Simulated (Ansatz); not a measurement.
Level of theory: DFT PBE, scalar-relativistic, plane waves, PAW (Ansatz). Plane waves to 420 eV, an 8×8×8 mesh through Γ for the 7-atom cell and 0.02 eV Gaussian smearing; no spin polarisation.

The zero of energy is the elements' standard structures at the same level (Cl₂ as a molecule); no fitted shifts are applied.

Q: Propose a candidate for a tetragonal semiconductor made of Cl, In and Zn, with a gap near 2.1 eV, a formation energy near −0.95 eV/atom and about 29 Å³ per atom, in a cell of 7 atoms. Its symmetry should be I4/mmm (No. 139).

A: ZnIn2Cl4, space group I4/mmm (No. 139). Around Zn lie 2 Cl at 2.39 Å and 4 Cl at 2.53 Å; around In lie 5 Cl at 3.24–3.32 Å and 4 Cl at 3.59 Å; Cl on a site of symmetry 4mm has 1 Zn at 2.39 Å, 1 In at 3.24 Å, 4 Cl at 3.48 Å and 4 In at 3.59 Å; Cl on a site of symmetry mmm is surrounded by 2 Zn at 2.53 Å and 4 In at 3.32 Å.

```
Zn In Cl
1.0
    -2.53437    2.53437    7.76932
     2.53437   -2.53437    7.76932
     2.53437    2.53437   -7.76932
Zn In Cl
1 2 4
Direct
  0.00000 0.00000 0.00000
  0.36188 0.36188 0.00000
  0.63812 0.63812 0.00000
  0.84643 0.84643 0.00000
  0.00000 0.50000 0.50000
  0.50000 0.00000 0.50000
  0.15357 0.15357 0.00000
```

* Volume per atom: 28.52 Å³
* Density: 3.63 g/cm³
* Energy over the elements: −0.948 eV/atom
* Gap on the 8×8×8 mesh of the 7-atom cell: 2.11 eV

The cell was found from a structure generator's guess, not taken from experiment. Other answers may fit too; this one was computed.

Kohn–Sham gaps at this level usually fall short of measured ones. Symmetry constrained the relaxation, so the result can be a saddle point.
